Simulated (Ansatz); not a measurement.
Given:

AlN (zinc blende, F-43m), a = b = c = 4.3771 Å, α = β = γ = 90.00°; the cell used has 2 atoms.

This is the PBEsol-relaxed structure.

**Question.** All from PBEsol in the plane-wave PAW code Ansatz, unless another level is named. Give the Young's modulus.

**Answer.** 298 GPa.

**Question.** Give the elastic constants (relaxed ions, GPa).

**Answer.** C11 = 286, C12 = 158, C44 = 179.

Symmetry was held in the PBEsol relaxation.

Potentials: the earlier of the program's two PAW sets. The files were generated under PBE; for other functionals the program regenerates the frozen cores, and for LDA and PBEsol the local potential too.
